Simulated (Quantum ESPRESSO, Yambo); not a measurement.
For NH4I (space group P4/nmm, No. 129), Yambo gives the independent-particle static dielectric constant along x as 3.78 on PBEsol bands and 3.18 after a scissor of 2.03 eV widens every gap (4×4×4 mesh, 113 bands, 3 Ry local-field block, 0.2 eV broadening). Axes are Cartesian, with cell vectors (Å) (6.15, 0.00, 0.00), (0.00, 6.15, 0.00), (0.00, 0.00, 4.41).

A scissor keeps the position matrix elements. In a one-oscillator model, how does ε − 1 scale, and what mean transition energy do the two values imply?

Each transition adds |r|²/E to ε − 1, so ε − 1 ∝ 1/(E0 + Δ). Then (3.18 − 1)/(3.78 − 1) = E0/(E0 + Δ) = 0.784, and E0 = Δ(ε' − 1)/(ε − ε') = 7.4 eV. The computed Im ε, weighted by 1/E up to 20 eV, has its mean at 7.7 eV; the smallest direct PBEsol gap is 3.55 eV. The scissor comes from a G0W0 run whose convergence isn't established. Convergence of the RPA response with its 4×4×4 mesh was not tested.

Bands from Quantum ESPRESSO.

Spin-orbit coupling is not included.

Geometry of the Materials Project entry, not relaxed at this level; primitive cell a = 6.149 Å, b = 6.149 Å, c = 4.414 Å, α = 90.00°, β = 90.00°, γ = 90.00°.

The structure is a Materials Project entry; no match was found in the copy of COD used, and its stability was not checked.

The distance between layers or molecules is the database entry's, not relaxed here. Functionals without dispersion can leave it too large, which widens gaps and weakens the response across layers: the numbers belong to this cell.
